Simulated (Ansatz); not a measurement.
V3Sb: reading a single point

```
CELL_PARAMETERS angstrom
4.94178 0.00000 0.00000
0.00000 4.94178 0.00000
0.00000 0.00000 4.94178
ATOMIC_POSITIONS crystal
Sb 0.00000 0.00000 0.00000
Sb 0.50000 0.50000 0.50000
V 0.25000 0.00000 0.50000
V 0.50000 0.75000 0.00000
V 0.75000 0.00000 0.50000
V 0.50000 0.25000 0.00000
V 0.00000 0.50000 0.75000
V 0.00000 0.50000 0.25000
```

The numbers come from plane-wave PAW DFT (Ansatz): r2SCAN, no spin polarisation, 500 eV, 7×7×7 Γ-centred k points, fermi-dirac occupations (width 0.1 eV). Nothing was relaxed.

(1) Give the Bader charges.

(2) Are the atoms at rest?

(3) Is there a gap?

(4) Is the cell too large or too small?

(5) Is it stable against the elements?

(6) What do density and ELF say about some of the short contacts?

Origin: a database entry at a rescaled volume. Caveats: no spin polarisation, so a magnetic state may lie lower.

## Answers

(1) Bader charges in e: V +0.45, Sb -1.36. In the mean V gives up most and Sb takes most.

(2) The forces vanish by the symmetry of the sites.

(3) It is a metal, with about 3.5 states/eV a cell as the mean within 0.25 eV of the Fermi level, mostly V d (94 %).

(4) The pressure is -3.9 GPa (compression positive), so with the atoms held at these fractions the cell would first shrink.

(5) -0.27 eV an atom against the elements' usual phases (free molecules for gases, crystals otherwise, with no correction for O₂ or N₂), so it is bound against them; other compounds may still compete. Relaxing would lower it.

(6) V–V at 2.47 Å: least valence density 0.40 e/Å³ and ELF 0.32 there. Sb–V at 2.76 Å: least valence density 0.26 e/Å³ and ELF 0.13 there. Both are smooth PAW fields, read partly inside the augmentation spheres.
